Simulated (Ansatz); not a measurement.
Relaxed-ion elastic tensor of Mg$_{4}$Te$_{3}$S in space group Pmm2 (No. 25; Pearson symbol oP8) in GPa (Voigt order), DFT-LDA in the program Ansatz with PAW potentials; density 3.63 g/cm³, 29.28 Å³ per atom.

```
66.1  26.0  36.9   0.0   0.0   0.0
26.0  68.3  37.9   0.0   0.0   0.0
36.9  37.9  49.6   0.0   0.0   0.0
 0.0   0.0   0.0  19.3   0.0   0.0
 0.0   0.0   0.0   0.0  19.2   0.0
 0.0   0.0   0.0   0.0   0.0   8.7
```

Problem. Is the crystal mechanically stable?

Solution. Yes: the smallest eigenvalue of C is 8.7 GPa.

Problem. Work out the Voigt, Reuss and Hill averages.

Solution. K_V = 42.9, K_R = 42.6, K_H = 42.7; G_V = 15.0, G_R = 12.2, G_H = 13.6 GPa.

Problem. Give Young's modulus, Poisson's ratio, Pugh's ratio and the universal anisotropy index.

Solution. E = 9KG/(3K + G) = 36.8 GPa; ν = 0.36; K/G = 3.15 (ductile by the Pugh limit of 1.75); A_U = 5G_V/G_R + K_V/K_R − 6 = 1.13.

Problem. Estimate the sound speeds and the Debye temperature.

Solution. v_l = √((K + 4G/3)/ρ) = 4090 m/s, v_t = √(G/ρ) = 1930 m/s, mean 2180 m/s; Θ = (h/k)(3n/4πV)^(1/3) v_m = 210 K.

Problem. Solve the Christoffel equation for the three sound speeds along x, y, z.

Solution. Eigenvalues of C_ijkl n_j n_l equal ρv² (piezoelectric stiffening left out). In km/s, slowest first: x 1.54, 2.30, 4.27; y 1.54, 2.30, 4.34; z 2.30, 2.30, 3.69.

Problem. How much does each axis shrink under pressure?

Solution. Linear compressibilities β_i = Σ_j S_ij (j = 1 to 3): x 7.0, y 6.4, z 10 per TPa.

The first step of the workflow began from a Materials Project structure, measured or hypothetical; the Crystallography Open Database copy checked does not list it. Whether it is the stable phase at ambient conditions was not checked. The LDA relaxation kept the symmetry of its start; of distortions, only those at the zone centre were tested. Scalar-relativistic: spin–orbit coupling is off unless named, which matters more the heavier the elements.

Potentials: the later of the program's two PAW sets.
